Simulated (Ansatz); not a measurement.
Relaxed CaO (rock salt):

```
CELL_PARAMETERS angstrom
      0.00000     2.41535     2.41535
      2.41535     0.00000     2.41535
      2.41535     2.41535     0.00000
ATOMIC_POSITIONS crystal
  O  0.00000 0.00000 0.00000
  Ca 0.50000 0.50000 0.50000
```

The atoms are displaced by Q × the pattern below (from a DFPT mode at Γ, largest move 1; Q in Å), at fixed cell. It is one choice among 3 degenerate patterns.

```
atom      x      y       z
----  -----  -----  ------
O1    0.000  0.000   1.000
Ca2   0.000  0.000  -0.399
```

All values below come from PBE (plane waves to 420 eV, PAW, scalar-relativistic; Ansatz, an electronic-structure program). k mesh 12×12×12 (Γ-centred), Fermi-Dirac smearing 0.05 eV. E stands for the smeared free energy. CaO was relaxed with its symmetry unable to fall. ΔE is measured from the undisplaced structure.

| Q (Å) | ΔE (meV/cell) |
|---|---|
| -0.2800 | 329 |
| -0.2333 | 203 |
| -0.1867 | 117 |
| -0.1400 | withheld |
| -0.0933 | 25 |
| -0.0467 | 6 |
| 0.0000 | 0 |
| 0.0467 | 6 |
| 0.0933 | 25 |
| 0.1400 | withheld |
| 0.1867 | 117 |
| 0.2333 | 203 |
| 0.2800 | 329 |

**Question.** Fit an even polynomial form (powers 2, 4) to the given rows and predict ΔE at Q = 0.1400.

**Answer.** Least squares on the 11 given rows: ΔE = (2682)·Q² + (19310)·Q⁴, in meV/cell with Q in Å; root-mean-square residual 0.1 meV/cell. At 0.1400 the fit gives 60 meV/cell; the calculation gives 60 meV/cell, the same to the digits shown. The quadratic term alone would give 53 meV/cell.

(For displaced atoms, the force is minus the slope of the energy, and its curvature is a force constant, which sets phonon frequencies.)
